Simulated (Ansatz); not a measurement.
Al (fcc, Cu type)

```xyz
4
Lattice="3.9920 0.0000 0.0000 0.0000 3.9920 0.0000 0.0000 0.0000 3.9920" Properties=species:S:1:pos:R:3 pbc="T T T"
Al     0.0000     0.0000     0.0000
Al     1.9960     1.9960     0.0000
Al     1.9960     0.0000     1.9960
Al     0.0000     1.9960     1.9960
```

In this cell atom 1 (Al, nearest neighbour Al at 2.823 Å; its periodic images, 4.0 Å or more away, move with it) is moved by s along Cartesian [111], unit vector (0.577, 0.577, 0.577); all other atoms and the cell stay fixed.

These are r2SCAN (plane waves to 500 eV, PAW, scalar-relativistic; Ansatz, a program for electronic structure) values and carry that method's errors. k mesh 9×9×9 (Γ-centred), Fermi-Dirac smearing 0.05 eV. Energies are smeared free energies. With partly filled bands, energies and forces of such displacements shift with the k mesh and the smearing. On this mesh the relaxed cell isn't quite at rest: it carries a pressure of 0.3 GPa (compression positive) at the zero of the scan. Al was relaxed with its symmetry unable to fall. ΔE is measured from the undisplaced structure.

Predict the ΔE (meV/cell) at s (Å) = -0.560, -0.448, -0.224, -0.112, 0.224, 0.336, 0.448, 0.560.


```json
[
 {"s (Å)": "-0.560", "ΔE (meV/cell)": "1049"},
 {"s (Å)": "-0.448", "ΔE (meV/cell)": "630"},
 {"s (Å)": "-0.224", "ΔE (meV/cell)": "143"},
 {"s (Å)": "-0.112", "ΔE (meV/cell)": "35"},
 {"s (Å)": "0.224", "ΔE (meV/cell)": "143"},
 {"s (Å)": "0.336", "ΔE (meV/cell)": "335"},
 {"s (Å)": "0.448", "ΔE (meV/cell)": "630"},
 {"s (Å)": "0.560", "ΔE (meV/cell)": "1049"}
]
```

(A displaced cell: forces are minus the slopes of the energy, force constants its curvatures, and phonons follow from these.)
